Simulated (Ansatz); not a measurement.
Values for one crystal, relaxed and computed with DFT-r²SCAN in the program Ansatz with PAW potentials; other levels are named.

```yaml
volume_per_atom: 8.82 Å³
band_gap: 0.13 eV (indirect)
Bulk modulus (Birch–Murnaghan fit): 174 GPa
hole_effective_mass: 0.12, 0.18, 0.29 mₑ (principal values)
Pressure derivative B′: 3.9
HSE06 gap on the r²SCAN cell: 0.33 eV
Formation energy from the elements (no fitted shifts): -0.49 eV/atom
```

Q: Which of these materials gives this?
(A) CsAu, CsCl type
(B) Ca2Bi, I4/mmm (Ca on 4e, Ca on 4c, Bi on 4e)
(C) Be5Pt, F-43m (Be on 4c, Be on 16e, Pt on 4a)
(D) Ca2Bi, I4/mmm (Ca on 4c, Ca on 4e, Bi on 4e)

A: C, Be5Pt, F-43m (Be on 4c, Be on 16e, Pt on 4a)

The first step of the workflow began from a Materials Project structure, measured or hypothetical; the Crystallography Open Database copy checked does not list it. With Be and Pt taken as one species the cell has the higher symmetry Fd-3m, so it may be an ordered model of a mixed-site phase. Its standing as an ambient phase is unchecked. The cell was relaxed with r²SCAN under the symmetry of its start; its stability against distortions is not shown here. No spin polarisation was allowed. The references are the lowest solids computed at this level, not always the standard phases. Spin–orbit coupling is left out wherever it is not named.

Potentials: the later of the program's two PAW sets.
